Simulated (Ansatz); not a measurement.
A single-point calculation of SnTe in the rocksalt structure with Ansatz 0.2.0, at the level r2SCAN. The cell was relaxed with r2SCAN and then strained (uniaxial +1.0 % along x, other directions held), with the atoms relaxed again with r2SCAN; k points keep the names of the unstrained zone.

input.yaml:
```yaml
crystal:
  lattice:
    - [0.0, 3.1893303446, 3.1893303446]
    - [3.221223648, 0.0, 3.1893303446]
    - [3.221223648, 3.1893303446, 0.0]
  atoms:
    - { symbol: Sn, position: [0.0, 0.0, 0.0] }
    - { symbol: Te, position: [0.5, 0.5, 0.5] }
kpoints:
  mp_grid: { grid: [8, 8, 8] }
  band_path:
    path:
      - [0.0, 0.0, 0.0]
      - [0.5, 0.0, 0.5]
      - [0.625, 0.25, 0.625]
      - [0.375, 0.375, 0.75]
      - [0.5, 0.5, 0.5]
      - [0.5, 0.25, 0.75]
    npoints: 1
hamiltonian:
  xc: r2scan
scf:
  occupations: { method: fermi_dirac, width: 0.02 }
  n_extra_bands: 4
output:
  forces: true
  stress: true
  eigenvalues: true
```

Output, abridged:
```
scf.n_extra_bands = 4 over 15 filled bands (N_el = 30.0): the run solves 19 bands
Functional definition: r2SCAN
Crystal: 2 atoms, lattice volume = 65.531 Å³
Basis set: ecut = 500 eV, 1655 PW (Γ)
Symmetry: 16 space group operations
Space group: I4/mmm (ITA 139)
k-points: 59 of 512
preconditioner: auto → none  [insulator: Δε(μ)=0.142 eV  σ=0.020 eV  ℏωp=14.5 eV]
Free energy (F): -13033.981615 eV
Internal energy: -13033.981565 eV  (E = F + TS)
E sigma→0 (E₀):  -13033.981590 eV
Entropy (-TS):   -0.000051 eV (-0.025 meV/atom)
Fermi energy:    9.102112 eV
--- Per-component energies (eV) ---
  E_band       = -392.772139
  E_kinetic    = 364.462627
  E_local      = -2224.398082
  E_nonlocal   = -343.723282
  E_hartree    = 1381.697532
  E_xc         = -490.493073
  E_vxc        = -216.478626
  E_paw        = -8842.020104
  E_vpaw       = -749.411542
  E_vtau       = 13.379049
  E_ewald      = -2880.527320
  E_core_change = 1.020175
  E_smearing   = -0.000051
--- Stress (GPa, compression-positive) ---
       -1.264519       0.000000       0.000000
        0.000000      -0.132100       0.000000
        0.000000       0.000000      -0.132100
  P = ⅓ Tr σ = -0.5096 GPa (-5.096 kbar)
--- Band table (eV; the first three rows and the last of 59) ---
  k-point 0: bands = […, -13.7580, -4.0994, 4.1225, 6.6576, 6.6576, 6.7659, 12.2200, 12.4622, 12.4622, 14.0755]
  k-point 1: bands = […, -13.7574, -3.9697, 3.4101, 6.6907, 6.7498, 7.2173, 11.5890, 11.7783, 11.8333, 14.0628]
  k-point 2: bands = […, -13.7556, -3.6066, 2.1343, 6.7978, 6.8297, 7.9689, 10.5287, 10.6563, 10.7683, 14.4813]
  k-point 58: bands = […, -13.7485, -2.4744, 1.4693, 4.1047, 4.1047, 7.9673, 9.8570, 13.8578, 13.8578, 15.2082]
```

The rows of the band table are 0: (0, 0, 0) = Γ, 1: (0, 0, 1/8), 2: (0, 0, 1/4), 58: (-1/2, 1/4, -1/4) = W.

The file bands.tsv (bands near the Fermi energy, numbered from 0, rounded):
```tsv
# k_distance	band_10	band_11	band_12	band_13	band_14	band_15	band_16	band_17	band_18
# fermi_ev = 9.102112
# [0, 0, 0] at k_distance = 0.000000
# [0.5, 0, 0.5] at k_distance = 0.985032
# [0.625, 0.25, 0.625] at k_distance = 1.331574
# [0.375, 0.375, 0.75] at k_distance = 1.930805
# [0.5, 0.5, 0.5] at k_distance = 2.533020
# [0.5, 0.25, 0.75] at k_distance = 3.229543
# levels_relative_to = fermi_ev
0.000	-13.201	-4.980	-2.445	-2.445	-2.336	3.118	3.360	3.360	4.973
0.985	-11.656	-6.799	-5.705	-4.005	-3.890	2.442	4.678	4.942	6.353
1.332	-11.628	-7.705	-5.320	-3.456	-2.901	2.862	3.113	4.352	5.571
1.931	-11.628	-7.705	-5.320	-3.456	-2.901	2.862	3.113	4.352	5.571
2.533	-11.959	-8.604	-2.066	-2.041	-0.083	0.083	0.290	0.319	8.028
3.230	-11.577	-7.633	-4.997	-4.997	-1.135	0.755	4.756	4.756	6.106
```
In order the rows are Γ, X, U, K, L, W.

With r2SCAN the gap is 0.17 eV and direct, at L. With the atoms held, the mean pressure is -0.51 GPa (compression positive).

Spin-unpolarised throughout; all numbers are computed.

No spin-orbit coupling is included; it can move band edges with weight on the heavy atoms by tenths of an eV.
